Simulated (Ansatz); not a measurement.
SrBrCl: a two-dimensional sheet

The structure comes from a generated guess, relaxed at this level; another structure or a mixture of phases may lie lower.

Level of theory: Ansatz, DFT PBE, scalar-relativistic, plane waves, PAW. Settings: cutoff 420 eV, Γ-centred mesh 6×6×1 on the computed 3-atom cell, Gaussian smearing of 0.02 eV; no spin polarisation.

This is a two-dimensional sheet: the third axis spans vacuum and isn't periodic.

```yaml
crystal:
  periodic: [true, true, false]
  lattice:
    - [4.29485, 0.00000, 0.00000]
    - [-2.14742, 3.71945, 0.00000]
    - [0.00000, 0.00000, 30.90384]
  atoms:
    - { symbol: Sr, position: [0.00000, 0.00000, 0.29495] }
    - { symbol: Br, position: [0.33333, 0.66667, 0.23524] }
    - { symbol: Cl, position: [0.33333, 0.66667, 0.34698] }
```

Formation energies are uncorrected and refer to the elements' standard structures at the same level (Cl₂ as a molecule). The references include crystalline Br.

```
Layer group                                          : p3m1 (No. 69)
In-plane cell                                        : a = 4.295 Å, b = 4.295 Å, γ = 120.0°
Area per atom                                        : 5.32 Å²
Thickness between the outermost nuclei               : 3.45 Å
Formation energy                                     : −2.176 eV/atom
Band gap over mesh and path                          : 4.63 eV
Löwdin character of the top 1 eV of the valence band : Br 4p 81 %, Cl 3p 16 %
Bader charges (e)                                    : Sr1 1.55, Br2 -0.76, Cl3 -0.80
```

Levels along Γ–M–K–Γ, in eV from a zero inside the gap, sorted by energy at each point. Points in fractions of the primitive reciprocal vectors: Γ (0.000 0.000 0.000), M (0.500 0.000 0.000), K (0.333 0.333 0.000).
| point | k (1/Å, with 2π) | band 9 | band 10 | band 11 | band 12 | band 13 | band 14 | band 15 |
| --- | --- | --- | --- | --- | --- | --- | --- | --- |
| Γ | 0.000 | -3.41 | -2.40 | -2.40 | -2.37 | 2.31 | 3.78 | 4.16 |
| - | 0.422 | -3.44 | -2.99 | -2.53 | -2.32 | 2.59 | 3.99 | 4.21 |
| M | 0.845 | -3.48 | -3.41 | -2.62 | -2.32 | 2.35 | 4.49 | 5.13 |
| - | 1.089 | -3.67 | -3.29 | -2.80 | -2.33 | 2.50 | 4.70 | 4.87 |
| K | 1.332 | -3.72 | -3.25 | -2.97 | -2.34 | 2.69 | 4.34 | 5.39 |
| - | 1.820 | -3.50 | -3.05 | -2.62 | -2.31 | 2.56 | 4.21 | 4.41 |
| Γ | 2.308 | -3.41 | -2.40 | -2.40 | -2.37 | 2.31 | 3.78 | 4.16 |

The last run used a 6×6×1 mesh for its 3-atom cell and Gaussian smearing of 0.02 eV. Kohn–Sham gaps at this level usually fall short of measured ones. The reference form of Br is held partly by dispersion forces, which this level lacks.
